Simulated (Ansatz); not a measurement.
An Ansatz (an electronic-structure program) input:

Ansatz 0.2 input:
```yaml
crystal:
  lattice:
    - [3.1008815311, 0.0, 0.0]
    - [0.0, 3.409444943, 0.0]
    - [0.0, 0.0, 5.3684746269]
  atoms:
    - { symbol: Ti, position: [0.0, 0.0, 0.0] }
    - { symbol: B, position: [0.5, 0.5, 0.1612043155] }
    - { symbol: B, position: [0.0, 0.5, 0.3259312013] }
    - { symbol: Zr, position: [0.5, 0.0, 0.5] }
    - { symbol: B, position: [0.0, 0.5, 0.6740687987] }
    - { symbol: B, position: [0.5, 0.5, 0.8387956845] }
kpoints:
  mp_grid: { grid: [10, 9, 6] }
  band_path:
    path:
      - [[0.0, 0.0, 0.0], [0.5, 0.0, 0.0], [0.5, 0.5, 0.0], [0.0, 0.5, 0.0], [0.0, 0.0, 0.0], [0.0, 0.0, 0.5], [0.5, 0.0, 0.5], [0.5, 0.5, 0.5], [0.0, 0.5, 0.5], [0.0, 0.0, 0.5]]  # Γ-X-S-Y-Γ-Z-U-R-T-Z
      - [[0.5, 0.0, 0.0], [0.5, 0.0, 0.5]]  # X-U
      - [[0.0, 0.5, 0.0], [0.0, 0.5, 0.5]]  # Y-T
      - [[0.5, 0.5, 0.0], [0.5, 0.5, 0.5]]  # S-R
    npoints: 6
hamiltonian:
  xc: r2scan
  pseudopotentials: { azcp: { folder: ./paw }, kind: paw_fr }
magnetization: { noncollinear: true, spin_orbit: true }
scf:
  n_extra_bands: 12
  convergence: { dr2_threshold: 0.0000000001 }
  occupations: { method: gaussian, width: 0.05 }
output: { eigenvalues: true }
```

Task: How many symmetry operations and irreducible k-points will the run report?

Result: 8 operations, 120 of 540 k-points.

Task: With a cutoff of 500 eV, how many plane waves at Γ?

Result: 1449.

It took very roughly 4 core-minutes on shared server cores.

Space group Pmmm. The start of the workflow was typed in or built on a structure type; neither database checked (COD, Materials Project) lists it. Whether it is the stable phase at ambient conditions was not checked. Symmetry was held in the r²SCAN relaxation; whether a distortion lowers the energy is not shown. The run is not spin-polarised.

Potentials: the earlier of the program's two PAW sets.

Ansatz is a plane-wave DFT program.
